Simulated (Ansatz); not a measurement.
Polymorphs of BAs, each relaxed with DFT-PBE in the program Ansatz with PAW potentials:

A: zinc blende (F-43m), a = 4.809 Å, b = 4.809 Å, c = 4.809 Å, α = 90.00°, β = 90.00°, γ = 90.00°

B: P-6m2, a = 3.1963 Å, b = 3.1963 Å, c = 2.8973 Å, α = 90.00°, β = 90.00°, γ = 120.00°

C: P6_422, a = 3.459 Å, b = 3.459 Å, c = 7.481 Å, α = 90.00°, β = 90.00°, γ = 120.00°

D: rock salt (Fm-3m), a = 4.6163 Å, b = 4.6163 Å, c = 4.6163 Å, α = 90.00°, β = 90.00°, γ = 90.00°

E: CsCl type (Pm-3m), a = b = c = 2.940 Å, α = β = γ = 90.00°

Task: Rank these by energy per atom at 0 K (lowest first), as PBE gives it.

Result: A (+0 meV/atom), C (+446 meV/atom), D (+896 meV/atom), B (+1115 meV/atom), E (+1543 meV/atom)

Task: Give each one's gap.

Result: A 1.20 eV; B no gap; C 0.48 eV; D no gap; E no gap.

Constructed cells (a structure type filled with these elements, in neither database checked): B. Typed or built starts, not in the databases checked: C; D; E. Not the usual ambient phase: B; C; D; E. All cells were relaxed under the symmetry of their starts (and spin orders); stability against distortions was not tested throughout. Scalar-relativistic: spin–orbit coupling is off unless named, which matters more the heavier the elements.

Energies hold the estimated change up to a 700 eV cutoff; steps of a few meV lie near the error of the meshes.

Potentials: the earlier of the program's two PAW sets.
